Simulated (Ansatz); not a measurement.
# Structure relaxation, VSi$_{2}$

The start is a relaxed VSi2 cell, doubled along one cell vector, shaken by Gaussian noise of σ = 0.08 Å a coordinate. The cell and all atomic positions are relaxed at zero pressure with PBE (plane waves to 420 eV, PAW, scalar-relativistic; Ansatz, a first-principles code). The first steps use a coarse 7×4×7 k-mesh.

Initial structure:
```
CELL_PARAMETERS angstrom
      0.00000     2.88173     2.88173
      5.76346     0.00000     5.76346
      2.88173     2.88173     0.00000
ATOMIC_POSITIONS crystal
  V  0.00531 0.98563 0.01522
  V  0.00677 0.49267 0.00065
  Si 0.26193 0.13775 0.23905
  Si 0.27759 0.61512 0.22365
  Si 0.74239 0.38874 0.72970
  Si 0.78282 0.86722 0.73348
```
Spin-polarised start, with parallel moments on V.

Question: Which atoms feel the largest initial force, and how large is it?

Answer: About 1.0 eV/Å, on V1 (atoms numbered as listed).

Question: How does the volume change?

Answer: -7.4 %, from 15.95 to 14.77 Å³/atom.

Question: How do the shortest distances between atoms change?

Answer: The closest pairs of elements (up to four, under 3.6 Å), start → end: Si–Si 2.73 → 2.33 Å; Si–V 2.36 → 2.45 Å; V–V 4.02 → 3.44 Å.

Question: Is the relaxed structure metallic? Give its gap.

Answer: Zero (metallic).

Question: Give the final cell and atomic positions.

Answer: 
Space group C2/m (No. 12); a = 8.357 Å, b = 3.505 Å, c = 6.901 Å, α = γ = 90.00°, β = 118.70°

```tsv
atom	site	symmetry	x	y	z
V	4i	m	0.3069	0.0000	0.2385
Si	4i	m	0.3466	0.0000	0.6287
Si	4i	m	0.0400	0.0000	0.8602
```
(The calculation used a cell of 6 atoms; values per cell refer to that cell.)

Final values are on a 13×13×7 k-mesh of the relaxed cell. No spin polarisation in the result: the starting moments vanished.

The relaxed structure here is a generated cell of VSi2: the first start was made by placing the elements on the sites of a structure type, and the end was not matched to a known phase here, so it may be hypothetical.
